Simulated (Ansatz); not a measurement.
## Structures of AlGa$_{3}$N$_{4}$: which is lowest?

Plane-wave DFT in Ansatz with scalar-relativistic PAW potentials, cutoff 420 eV, Γ-centred meshes chosen by cell and gap, Gaussian smearing with energies taken to zero width. Every cell was relaxed (cell and atoms) in a run of its own, within the symmetry of its start. Functional: LDA.

Relaxed structures (starts from databases or built by putting these elements on another compound's sites):
A. P-43m, 8 atoms in the computed cell, a = 4.427 Å; sites (symmetry × multiplicity) Al -43m × 1, Ga -42.m × 3, N .3m × 4; start: database
B. Pm, 8 atoms in the computed cell, a = 5.097 Å, b = 3.136 Å, c = 5.427 Å, β = 90.0°; sites (symmetry × multiplicity) Al m × 1, Ga m × 1 + m × 1 + m × 1, N m × 1 + m × 1 + m × 1 + m × 1; start: database

**Question.** Rank them by energy. Could pressure change the order?

**Answer.**
| structure | group | E − E(lowest) (meV/atom) | V (Å³/atom) | gap on mesh (eV) |
| --- | --- | --- | --- | --- |
| B | Pm | 0.0 | 10.85 | 2.62 |
| A | P-43m | 7.0 | 10.85 | 2.56 |

B is lowest, 7 meV/atom under A. The two lowest differ in volume by under 3 %, too little for a first-order estimate of what pressure does to that pair (other pairs aren't weighed here); with rigid cells even 3 % in favour of the higher one would need about 3 GPa. Other structures may lie lower than all of these, and vibrations aren't counted.